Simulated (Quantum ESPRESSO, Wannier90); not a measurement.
# Wannier functions of YSi2 (P6/mmm)

```
YSi2
1.0
    4.07549     0.00000     0.00000
   -2.03775     3.52948     0.00000
    0.00000     0.00000     3.99013
Y Si
1 2
Cartesian
  0.00000   0.00000   0.00000
  2.03775  -1.17649   1.99506
 -2.03775   1.17649   1.99506
```

Structure: Materials Project mp-2568, symmetrised, not relaxed again. COD (Crystallography Open Database) has an entry of this formula and space group (matched by these alone). Level: PBEsol, no spin polarisation, no spin-orbit coupling; pw.x of Quantum ESPRESSO at 58 Ry with PseudoDojo potentials, 6×6×6 k-points, Wannier90. Density: 12×12×8 mesh, cold smearing 0.01 Ry.

The lattice is scaled uniformly with fixed fractional positions (axis ratios and free coordinates are held, so this isn't the response to pressure), and at each scale an atom-like model (Y spd, Si sp; disentangled, num_iter = 0) is made. Listed is the largest hopping of each kind of orbital pair shown, with the distance of the two functions' centres at scale 1; the mesh was not varied.

| scale | modulus of t, Si2 py–Si3 py at 2.55 Å (eV) | modulus of t, Si2 s–Si3 py at 2.45 Å (eV) | modulus of t, Si2 s–Si3 s at 2.35 Å (eV) |
|---|---|---|---|
| 0.950 | 3.537 | 3.014 | 1.876 |
| 0.975 | 3.363 | 2.812 | 1.734 |
| 1.000 | 3.197 | 2.621 | 1.603 |
| 1.025 | 3.031 | 2.440 | 1.476 |
| 1.050 | 2.877 | 2.273 | 1.360 |

### Question
With |t| ∝ d^(−η), find η for each hopping from the ends of the series.

### Answer
- Si2 py–Si3 py at 2.55 Å: η = −ln(2.877/3.537)/ln(1.050/0.950) = 2.1
- Si2 s–Si3 py at 2.45 Å: η = −ln(2.273/3.014)/ln(1.050/0.950) = 2.8
- Si2 s–Si3 s at 2.35 Å: η = −ln(1.360/1.876)/ln(1.050/0.950) = 3.2
Harrison's rules would take η = 2.0, 2.0, 2.0 for these pairs; they describe atomic orbitals, while these are orthogonalised and change shape with the volume.
